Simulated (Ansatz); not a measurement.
One crystal and one scan (scan of one atom of the cell) at two levels, r2SCAN (plane waves to 500 eV, PAW, scalar-relativistic; Ansatz, a program for electronic structure) and PBE (plane waves to 420 eV, PAW, scalar-relativistic; Ansatz), each from its own relaxed cell and on its own mesh. The cell shown is that of r2SCAN.

Relaxed Ti (hcp, Mg type):

```
CELL_PARAMETERS angstrom
      2.93588     0.00000     0.00000
     -1.46794     2.54255     0.00000
      0.00000     0.00000     4.63656
ATOMIC_POSITIONS crystal
  Ti 0.33333 0.66667 0.75000
  Ti 0.66667 0.33333 0.25000
```

In this cell atom 2 (Ti, nearest neighbour Ti at 2.872 Å; its periodic images, 2.9 Å or more away, move with it) is moved by s along Cartesian [110], unit vector (0.707, 0.707, 0.000); all other atoms and the cell stay fixed.

E stands for the smeared free energy. Ti is run without spin polarisation. Ti was relaxed with its symmetry unable to fall. With partly filled bands, energies and forces of such displacements shift with the k mesh and the smearing. Percentages come from the unrounded values. Both scans cover s from -0.290 to 0.290 Å.

Results of r2SCAN:

- Lattice constant a (Å) = 2.936
- Lattice constant c (Å) = 4.637
- Relaxed volume (Å³/atom) = 17.31
- Energy at s = 0.290 Å (meV/cell) = 73
- Force along the line at s = -0.290 Å (eV/Å) = 0.434
- Force constant k = d²E/ds² at s = 0 (finite differences) (eV/Å²) = 1.94
- Zone-centre optical wavenumber from k (cm⁻¹) = 149
- Shape of the curve = a single well with its minimum at or next to zero displacement

Task: Estimate the PBE values.

Result: 
| quantity | PBE | r2SCAN − PBE |
|---|---|---|
| Lattice constant a (Å) | 2.939 | -0.003 (-0.1 %) |
| Lattice constant c (Å) | 4.650 | -0.013 (-0.3 %) |
| Relaxed volume (Å³/atom) | 17.39 | -0.08 (-0.5 %) |
| Energy at s = 0.290 Å (meV/cell) | 60 | +13 (+21 %) |
| Force along the line at s = -0.290 Å (eV/Å) | 0.346 | +0.088 (+25 %) |
| Force constant k = d²E/ds² at s = 0 (finite differences) (eV/Å²) | 1.56 | +0.38 (+25 %) |
| Zone-centre optical wavenumber from k (cm⁻¹) | 133 | +16 (+12 %) |

r2SCAN gives the higher value for: energy at s = 0.290 Å; force along the line at s = -0.290 Å; force constant k = d²E/ds² at s = 0; zone-centre optical wavenumber from k. r2SCAN gives the lower value for: lattice constant c. They agree on: lattice constant a (within 0.2 %); relaxed volume (within 0.6 %). Both give the same shape of the curve: a single well with its minimum at or next to zero displacement. Neither level is exact: the differences show how much the result hangs on the functional.

(For displaced atoms, the force is minus the slope of the energy, and its curvature is a force constant, which sets phonon frequencies.)
